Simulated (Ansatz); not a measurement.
The relaxed structure here is a generated cell of WC: the first start was made by placing the elements on the sites of a structure type, and the end was not matched to a known phase here, so it may be hypothetical. Known forms of WC include space group No. 187.

One stationary structure of WC. Space group I4₁md (No. 109). Calculation: PBEsol (plane waves to 420 eV, PAW, scalar-relativistic; Ansatz, an electronic-structure program).

```cif
data_C2W2
_chemical_formula_sum 'W2 C2'
_space_group_name_H-M_alt 'P 1'
_space_group_IT_number 1
_cell_length_a 5.41121
_cell_length_b 5.41121
_cell_length_c 5.41121
_cell_angle_alpha 149.321
_cell_angle_beta 149.321
_cell_angle_gamma 43.939
loop_
_space_group_symop_operation_xyz
  'x, y, z'
loop_
_atom_site_label
_atom_site_type_symbol
_atom_site_fract_x
_atom_site_fract_y
_atom_site_fract_z
_atom_site_occupancy
W1 W 0.99929 0.99929 0.00000 1
W2 W 0.74929 0.24929 0.50000 1
C1 C 0.41671 0.41671 0.00000 1
C2 C 0.16671 0.66671 0.50000 1
```

| Item | Value |
|---|---|
| Volume per atom | 10.28 Å³ |
| Density | 15.81 g/cm³ |
| Band gap | zero (metallic) |
| Shortest distances | C–W 2.19 Å; W–W 2.86 Å; C–C 2.86 Å |
| k-mesh | 23×23×23 |

Band energies at high-symmetry points (eV from the Fermi level; labels of this space group; no spin-orbit coupling), from −5 eV up to 2.7 eV:

```csv
point,energies
Γ,-4.70 -3.67 -3.47 -2.94 -2.94 -2.01 -2.01 2.00
X,-3.40 -3.40 -0.64 -0.64
P,-3.80 -3.80 -0.47 -0.47
N,-4.39 -4.16 -3.25 -2.77 -2.22 -0.67 0.36 2.21
M,-4.28 -4.28 -3.90 -3.90 -0.45 -0.45 2.43 2.43
S,-4.35 -3.92 -3.29 -3.23 -2.12 -0.32 0.05
S0,-4.35 -3.92 -3.29 -3.23 -2.12 -0.32 0.05
R,-3.37 -3.37 -0.72 -0.72
```

No spin polarisation in the result.

The run could not lose the symmetry of its start, so the end can be a saddle point.
